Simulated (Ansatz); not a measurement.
CsCrH₈N₂O₈: Quadrupolar parameters

The cell is a refined structure from the COD, its atoms then relaxed with PBE in this cell.

Space group I-42m (No. 121); a = 7.0386, c = 8.1748 Å.

| site | Wyckoff | site symmetry | x | y | z |
| --- | --- | --- | --- | --- | --- |
| Cs | 2a | -42m | 0.0000 | 0.0000 | 0.0000 |
| Cr | 2b | -42m | 0.0000 | 0.0000 | 0.5000 |
| H | 16j | 1 | 0.9763 | 0.6214 | 0.3193 |
| N | 4d | -4.. | 0.0000 | 0.5000 | 0.2500 |
| O13 | 8i | ..m | 0.3648 | 0.3648 | 0.8363 |
| O17 | 8i | ..m | 0.3057 | 0.3057 | 0.9977 |

One atom of each set is listed; the run and its k-mesh use a cell of 20 atoms with edges of 6.44, 6.44, 6.44 Å.

Method: Kohn–Sham DFT in Ansatz, r2SCAN, plane waves and PAW, scalar-relativistic, collinear spin, 500 eV cutoff, Γ-centred 6×6×6 k-points, Fermi–Dirac smearing 0.05 eV. Start moments as typed (μB): 3 on each Cr, none on the rest.

C_Q = eQV_zz/h, which is 24.18 MHz for Q = 1 b and V_zz = 10²¹ V/m²; η = (V_xx − V_yy)/V_zz.

¹³³Cs: I = 7/2, Q = -3.430 mb; Cr-53: I = 3/2, Q = -150.0 mb; ²H: I = 1, Q = 2.858 mb; ¹⁴N: I = 1, Q = 20.44 mb; ¹⁷O: I = 5/2, Q = -25.58 mb. Nuclear quadrupole moments: year-2017 set (Pyykkö).

```tsv
site	atoms	first shell	V_zz (10²¹ V/m²)	η	C_Q (MHz)
Cs	1	8 O at 3.04–3.06 Å	4.26	0.00	-0.353
Cr	1	8 O at 1.90–1.93 Å	2.16	0.00	-7.85
H	8	1 N at 1.04 Å; also 2 O at 1.89–2.29 Å	2.70	0.04	0.187
N	2	4 H at 1.04 Å	-0.14	0.00	-0.068
O13	4	1 O at 1.44 Å, 1 Cr at 1.90 Å; also 2 H at 1.89 Å, 1 Cs at 3.06 Å	24.9	0.79	-15.4
O17	4	1 O at 1.44 Å, 1 Cr at 1.93 Å, angle 67°; also 1 Cs at 3.04 Å	28.0	0.68	-17.3
```

An axis of threefold or higher order runs through Cs, Cr and N, so V_zz lies along it and η is zero. The structure holds O–O bonds (1.44 Å). At H V_zz points along its bond to N (within 3°). At O17 V_zz points along the shorter of its two bonds, to O (within 5°).

The largest force is 0.4 eV/Å, so the atoms aren't at the calculated equilibrium and relaxing them would move these values. The program didn't check the stability of this electronic state in full, so a lower one may lie near. Without spin–orbit coupling (the program notes it for Cs) the gradients are little affected as a rule: paired runs on crystals with a gap mostly move them by under 2 % at such atoms. The lattice is static: at room temperature ammonium may turn and average the couplings of its hydrogen. The entry's hydrogen positions were far off; the other atoms hardly move on relaxation. All moments are parallel here, as the start or the cell imposes; many such compounds order antiparallel, where fields and spin densities carried over to other atoms largely cancel. The magnetic order is the one that the run reached from its start moments, not necessarily the measured one.
